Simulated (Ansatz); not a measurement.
As:
Space group Cmce (No. 64); a = 3.7114 Å, b = 10.7471 Å, c = 4.2342 Å, α = β = γ = 90.00°

```
atom  site  symmetry       x       y       z
----  ----  --------  ------  ------  ------
As      8f       m..  0.0000  0.3873  0.4453
```
(The calculation used a cell of 4 atoms; values per cell refer to that cell.)

Relaxed with LDA.

Question: Which orbitals make up the states near the Fermi level in plane-wave PAW LDA (Ansatz code)?

Answer: Within 0.5 eV of the Fermi level: As 4p 83 %, As 4s 14 %. Projections are on Löwdin-orthogonalised atomic valence shells; empty p or d shells of many metals are not among them.

Question: Tabulate the density of states.

Answer: States/eV per cell of 4 atoms, in 0.25 eV bins, energy from the Fermi level.

```
E (eV)  total  As 4p  As 4s
------  -----  -----  -----
-7.85    0.46   0.11   0.34
-7.60    0.41   0.10   0.31
-7.35    0.36   0.09   0.27
-7.10    0.32   0.07   0.24
-6.85    0.28   0.06   0.22
-6.60    0.25   0.05   0.19
-6.35    0.22   0.07   0.14
-6.10    0.45   0.38   0.07
-5.85    1.29   1.17   0.11
-5.60    1.57   1.46   0.10
-5.35    1.55   1.45   0.09
-5.10    1.49   1.39   0.09
-4.85    1.66   1.56   0.09
-4.60    2.13   2.01   0.10
-4.35    2.28   2.14   0.12
-4.10    2.51   2.33   0.16
-3.85    2.26   2.08   0.16
-3.60    2.08   1.91   0.15
-3.35    2.02   1.85   0.15
-3.10    2.20   2.00   0.17
-2.85    2.28   2.07   0.18
-2.60    2.60   2.36   0.20
-2.35    2.69   2.46   0.19
-2.10    2.62   2.36   0.21
-1.85    3.11   2.77   0.28
-1.60    3.07   2.71   0.30
-1.35    2.33   2.03   0.25
-1.10    1.84   1.59   0.21
-0.85    1.60   1.39   0.17
-0.60    1.21   1.05   0.13
-0.35    0.85   0.73   0.11
-0.10    0.42   0.35   0.06
0.15     0.30   0.25   0.05
0.40     0.64   0.52   0.10
0.65     1.12   0.91   0.15
0.90     1.48   1.21   0.19
1.15     2.04   1.70   0.24
1.40     2.02   1.69   0.22
1.65     2.31   1.95   0.22
1.90     2.69   2.23   0.20
2.15     2.89   2.40   0.19
2.40     2.95   2.44   0.18
2.65     2.85   2.39   0.16
2.90     2.51   2.13   0.12
3.15     2.62   2.25   0.12
3.40     2.53   2.15   0.13
3.65     2.38   1.99   0.12
3.90     2.69   2.22   0.11
4.15     2.48   2.07   0.09
4.40     2.19   1.81   0.08
4.65     2.10   1.70   0.08
```

The first step of the workflow began from a Materials Project structure, measured or hypothetical; the Crystallography Open Database files this formula in space group No. 64, but the cells were not matched. It is not the phase usual at ambient conditions (space group No. 166). Symmetry was held in the LDA relaxation; whether a distortion lowers the energy is not shown. A crystal of weakly bound layers computed without a dispersion correction: the cell and the soft elastic constants depend strongly on that. Spin–orbit coupling is left out wherever it is not named.

Potentials: the later of the program's two PAW sets.
